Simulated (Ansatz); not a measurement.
BeS (wurtzite, P6_3mc), DFT-PBE in the program Ansatz with PAW potentials, all energies at zero smearing, with the estimated change up to a 700 eV cutoff added, with one set of potentials and settings (totals compare only within such a set). Cell of 4 atoms (2 Be, 2 S): -1993.907 eV.

| element | reference phase | E (eV/atom) |
|---|---|---|
| Be | P6_3/mmc, 2 atoms in the cell | -92.7620 |
| S | Fddd, 32 atoms in the cell | -902.0599 |

Formation energy per atom, worked out: (-1993.907 − 2×(-92.7620) − 2×(-902.0599))/4 = -1.066 eV/atom (-103 kJ per mol of atoms), at 0 K, without zero-point energy or fitted corrections.

The cell is a constructed one: a structure type filled with these elements; neither database checked (COD, Materials Project) lists it. COD files the formula under space group No. 216, so this cell is another polymorph or a model. Its standing as an ambient phase is unchecked. Symmetry was held in the PBE relaxation; phonons on a q-mesh show no instability. The references are the lowest solids computed at this level, not always the standard phases.

Potentials: the later of the program's two PAW sets.
